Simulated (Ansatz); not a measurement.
Relaxed KTaO$_{3}$ (cubic perovskite):

```xyz
5
Lattice="4.0244 0.0000 0.0000 0.0000 4.0244 0.0000 0.0000 0.0000 4.0244" Properties=species:S:1:pos:R:3 pbc="T T T"
K      0.0000     0.0000     0.0000
Ta     2.0122     2.0122     2.0122
O      0.0000     2.0122     2.0122
O      2.0122     2.0122     0.0000
O      2.0122     0.0000     2.0122
```

Scan: atom 5 (O, nearest neighbour Ta at 2.012 Å; its periodic images, 4.0 Å or more away, move with it) is displaced along Cartesian z, direction (0.000, 0.000, 1.000) in Cartesian axes, by s. The other atoms stay.

Method: PBE (plane waves to 420 eV, PAW, scalar-relativistic; Ansatz, an electronic-structure program). k mesh 7×7×7 (Γ-centred), Fermi-Dirac smearing 0.05 eV. Energies are smeared free energies. Compression counts positive. F∥ is the force on the atom along that direction. KTaO3 is run without spin polarisation. KTaO3 was relaxed with its symmetry unable to fall. Spin-orbit coupling is left out, though Ta is heavy. ΔE is measured from the undisplaced structure.

```json
[
 {"s (Å)": "-0.400", "ΔE (meV/cell)": "…", "P (GPa)": "-1.11", "F∥ (eV/Å)": "2.251"},
 {"s (Å)": "-0.320", "ΔE (meV/cell)": "266", "P (GPa)": "-0.84", "F∥ (eV/Å)": "1.740"},
 {"s (Å)": "-0.240", "ΔE (meV/cell)": "146", "P (GPa)": "-0.53", "F∥ (eV/Å)": "1.258"},
 {"s (Å)": "-0.160", "ΔE (meV/cell)": "…", "P (GPa)": "-0.26", "F∥ (eV/Å)": "0.809"},
 {"s (Å)": "-0.080", "ΔE (meV/cell)": "16", "P (GPa)": "-0.07", "F∥ (eV/Å)": "0.392"},
 {"s (Å)": "0.000", "ΔE (meV/cell)": "0", "P (GPa)": "0.00", "F∥ (eV/Å)": "0.000"},
 {"s (Å)": "0.080", "ΔE (meV/cell)": "16", "P (GPa)": "-0.07", "F∥ (eV/Å)": "-0.392"},
 {"s (Å)": "0.160", "ΔE (meV/cell)": "…", "P (GPa)": "-0.26", "F∥ (eV/Å)": "-0.809"},
 {"s (Å)": "0.240", "ΔE (meV/cell)": "146", "P (GPa)": "-0.53", "F∥ (eV/Å)": "-1.258"},
 {"s (Å)": "0.320", "ΔE (meV/cell)": "266", "P (GPa)": "-0.84", "F∥ (eV/Å)": "-1.740"},
 {"s (Å)": "0.400", "ΔE (meV/cell)": "…", "P (GPa)": "-1.11", "F∥ (eV/Å)": "-2.251"}
]
```

Question: Fill in the missing entries.

Answer: 
- -0.400, ΔE (meV/cell): 425
- -0.160, ΔE (meV/cell): 63
- 0.160, ΔE (meV/cell): 63
- 0.400, ΔE (meV/cell): 425

(A displaced cell: forces are minus the slopes of the energy, force constants its curvatures, and phonons follow from these.)
